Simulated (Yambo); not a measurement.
A G0W0@PBEsol run in Yambo for KMo$_{2}$AlO$_{8}$ (space group P-3m1, No. 164) (3×3×2 Γ-centred k mesh, bands 3 to 226 and a 6 Ry block in the screening, 226 bands in G with the Bruneval-Gonze terminator, plasmon pole fitted at 27.2 eV) gives these matrix elements, in eV, at the band edges (Γ → Γ):

```tsv
state	E0	<Vxc>	<Σx>	<Σc(E0)>	Z
valence edge	0.000	-19.737	-24.785	4.006	0.781
conduction edge	3.679	-18.758	-13.492	-2.991	0.814
```

Question: Solve the linearised quasiparticle equation for both states, give the gap, and say how exchange and correlation each act on it.

Answer: E = E0 + Z(Σx + Σc − Vxc). Valence: 0.000 + 0.781 × (-24.785 + (4.006) − (-19.737)) = -0.81 eV. Conduction: 3.679 + 0.814 × (-13.492 + (-2.991) − (-18.758)) = 5.53 eV. The gap is 6.34 eV, against 3.68 eV in PBEsol. Replacing Vxc by bare exchange alone would open it by 10.31 eV; correlation takes back 7.00 eV of that, and Z scales what is left. Nearest settings tried, and what they do to the gap: 97 bands in W, 97 bands in G: +182 meV; 115 bands in W: +79 meV; 1 Ry block (35 vectors against 329): +853 meV. Not varied: mesh. So the settings aren't converged at that level. Spin-orbit splittings are left out.

Geometry of the Materials Project entry, not relaxed at this level; primitive cell a = 5.6379 Å, b = 5.6379 Å, c = 7.3183 Å, α = 90.00°, β = 90.00°, γ = 120.00°.

The structure is a Materials Project entry; no match was found in the copy of COD used, and its stability was not checked.
